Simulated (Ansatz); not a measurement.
The start is a relaxed Mo cell, doubled along one cell vector, shaken by Gaussian noise of σ = 0.08 Å a coordinate. A full variable-cell relaxation at zero pressure is run with r2SCAN (plane waves to 500 eV, PAW, scalar-relativistic; Ansatz, a first-principles code). The first steps use a coarse 6×12×12 k-mesh.

The start:
```
CELL_PARAMETERS angstrom
      5.17295     0.00000     0.00000
      0.00000     2.58647     0.00000
      0.00000     0.00000     2.58647
ATOMIC_POSITIONS crystal
  Mo 0.27150 0.45740 0.49822
  Mo 0.72331 0.47401 0.48921
```

**Question.** How large is the pressure on the unrelaxed cell, and of which sign?

**Answer.** +7.9 GPa (positive: the cell is compressed).

**Question.** What is the largest force in the starting geometry, and on which atom (counted from 1)?

**Answer.** 3.01 eV/Å, on Mo1, Mo2 (atoms numbered as listed).

**Question.** By how much does the energy per atom fall from start to end?

**Answer.** 1.38 to 1.39 eV/atom (the two k-meshes of the run give this range).

**Question.** Is the parent structure recovered?

**Answer.** It does not go back: it reaches Im-3m (No. 229), bcc (W type), 1.22 eV/atom below the parent.

**Question.** How do the shortest distances between atoms change?

**Answer.** The closest pairs of elements (up to four, under 3.6 Å), start → end: Mo–Mo 2.34 → 2.73 Å.

**Question.** Is the relaxed structure metallic? Give its gap.

**Answer.** Zero (metallic).

**Question.** What does it relax into? Give the structure.

**Answer.** 
```cif
data_Mo2
_chemical_formula_sum 'Mo2'
_space_group_name_H-M_alt 'Im-3m'
_space_group_IT_number 229
_space_group_name_Hall '-I 4 2 3'
_cell_length_a 3.15058
_cell_length_b 3.15058
_cell_length_c 3.15058
_cell_angle_alpha 90.000
_cell_angle_beta 90.000
_cell_angle_gamma 90.000
loop_
_atom_site_label
_atom_site_type_symbol
_atom_site_symmetry_multiplicity
_atom_site_Wyckoff_symbol
_atom_site_fract_x
_atom_site_fract_y
_atom_site_fract_z
_atom_site_occupancy
Mo1 Mo 2 a 0.00000 0.00000 0.00000 1
```
(The calculation used a cell of 1 atom; values per cell refer to that cell.)

Final values are on a 21×21×21 k-mesh of the relaxed cell. No spin polarisation in the result.

The run could not lose the symmetry of its start.

Of the parent cell (Pm-3m (No. 221)): it is a generated cell of Mo: the first start was made by a random draw of sites in a space group, and the end was not matched to a known phase here, so it may be hypothetical. Known forms of Mo include space group No. 229.
